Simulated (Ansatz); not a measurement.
**Zr (dhcp): energy against volume**

Computed with DFT, LDA (PW92), plane waves (420 eV) with PAW, scalar-relativistic (Ansatz). (PAW data from PBE, frozen cores regenerated.)

The cell is scaled uniformly from the relaxed one, with fractional coordinates and shape fixed. Energies are extrapolated to zero smearing, pressures are those at the given smearing. Magnetic state: spin not included.

A Birch-Murnaghan fit gives V₀ = 21.72 Å³/atom, B₀ = 101 GPa, B₀′ = 3.3.

What are the energy above the minimum and the pressure at 19.140 Å³/atom?

115.0 meV/atom and 15.91 GPa as computed.

What are the energy above the minimum and the pressure at 22.620 Å³/atom?

11.1 meV/atom and -3.64 GPa as computed.

What are the energy above the minimum and the pressure at 24.360 Å³/atom?

85.7 meV/atom and -9.42 GPa as computed.
